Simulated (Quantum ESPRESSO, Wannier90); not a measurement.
Tight-binding from DFT: Au (fcc (Cu type))

```
CELL_PARAMETERS angstrom
      0.00000     2.08564     2.08564
      2.08564     0.00000     2.08564
      2.08564     2.08564     0.00000
ATOMIC_POSITIONS crystal
  Au 0.00000 0.00000 0.00000
```

Cell from Materials Project (mp-81), symmetrised, no further relaxation. This is the element's usual structure. Computed values, not measurements, from PBEsol: Quantum ESPRESSO (norm-conserving PseudoDojo potentials, cutoff 61 Ry, spinors with spin-orbit coupling) on a Γ-centred 10×10×10 mesh, then Wannier90. Density: 18×18×18 mesh, cold smearing 0.01 Ry.

Valence charges of the files: Au 19. 42 bands were computed.

Isolated groups of bands, relative to the Fermi level (bands from 9 on overlap up to the last one computed):

| bands | from (eV) | to (eV) | filling | weight on atomic waves |
|---|---|---|---|---|
| 1–2 | -105.19 | -105.18 | filled | Au 5s 99 % |
| 3–4 | -68.89 | -68.84 | filled | Au 5p 100 % |
| 5–8 | -52.35 | -52.17 | filled | Au 5p 100 % |

Wanted is a model with the orbitals Au s p d, without the filled groups that are mainly made of other shells (semicore states, and anion s where it isn't named); all higher bands stay in for disentanglement.

Give num_wann, exclude_bands and num_bands, and the number of electrons that the model holds.

Electrons: 1×19 = 19, or 19.0 bands' worth; no gap over 0.05 eV opens at the Fermi level at this level of theory.
num_wann = 2 × (1×9) = 18.
exclude_bands = 1-8, 8 bands, so num_bands = 42 − 8 = 34.
The model holds 19 − 1×8 = 11 electrons. With the window frozen to 1.50 eV it follows pw.x to 2.8 meV rms (states up to 1.0 eV relative to the Fermi level).
